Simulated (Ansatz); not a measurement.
PbBrF:
```yaml
crystal:
  lattice:
    - [4.17399, 0.00000, 0.00000]
    - [0.00000, 4.17399, 0.00000]
    - [0.00000, 0.00000, 7.63566]
  atoms:
    - { symbol: Pb, position: [0.00000, 0.50000, 0.80922] }
    - { symbol: Pb, position: [0.50000, 0.00000, 0.19078] }
    - { symbol: Br, position: [0.50000, 0.00000, 0.65137] }
    - { symbol: Br, position: [0.00000, 0.50000, 0.34863] }
    - { symbol: F, position: [0.50000, 0.50000, 0.00000] }
    - { symbol: F, position: [0.00000, 0.00000, 0.00000] }
```

Relaxed with r²SCAN+D4.

Task: Map the electron localisation function on the plane through (0.000, 0.500, 0.809) spanned by u = [1, 0, 0] and v = [0, 0, 1] in lattice vectors, from plane-wave PAW r²SCAN+D4 (Ansatz code).

Result: x is the fraction of u, y of v (the angle between them is 90°; rows are the nearest grid lines); atoms in the plane: Pb at (0.00, 0.00), Br at (0.00, 0.54), F at (0.50, 0.19).
```
|   :==-.      .-==:   |
|  :=+=-.      .-=+=:  |
|:-=++=-.      .-=++=-:|
|++==-:.        .:-==++|
|::..              ..::|
|                      |
|==-:.            .:-==|
|@@@%#+-.      .-+#%@@@|
|@@@@%#+:      :+#%@@@@|
|=*%@@@%*:    :*%@@@%*=|
|  .#@@%#=.  .=#%@@#.  |
|  .#@@%#-.  .-#%@@#.  |
|=+%@@@%+:    :+%@@@%+=|
|%@@@@%#=.    .=#%@@@@%|
|@@%%#=:        :=#%%@@|
|*+=:.    .::.    .:=+*|
|::.    .-=++=-.    .::|
|     .=*%%%%%%*=.     |
|     -*%%#**#%%*-     |
|:..  :*%%#++#%%*:  ..:|
|===:..:#%%%%%%#:..:===|
|:-===:..-*##*-..:===-:|
|  :==-. .:--:. .-==:  |
|   :==-.      .-==:   |
```
Scale: ten equal steps from 0.000 (start of ' ') to 0.905 (end of '@'), in the order ' .:-=+*#%@'; x runs from 0.000 to 1.00, y from 0.000 (bottom) to 1.00 (top).

The density is the valence pseudo-density with augmentation charge, so density and ELF within about 1 Å of a nucleus are not all-electron values.

Space group P4/nmm. The workflow started from a Materials Project entry (that database holds measured and hypothetical structures alike); the Crystallography Open Database files this formula in space group No. 129, but the cells were not matched. Its standing as an ambient phase is unchecked. The r²SCAN+D4 relaxation kept the symmetry of its start; its stability against distortions is not shown here. Spin–orbit coupling is left out wherever it is not named.

Potentials: the later of the program's two PAW sets.
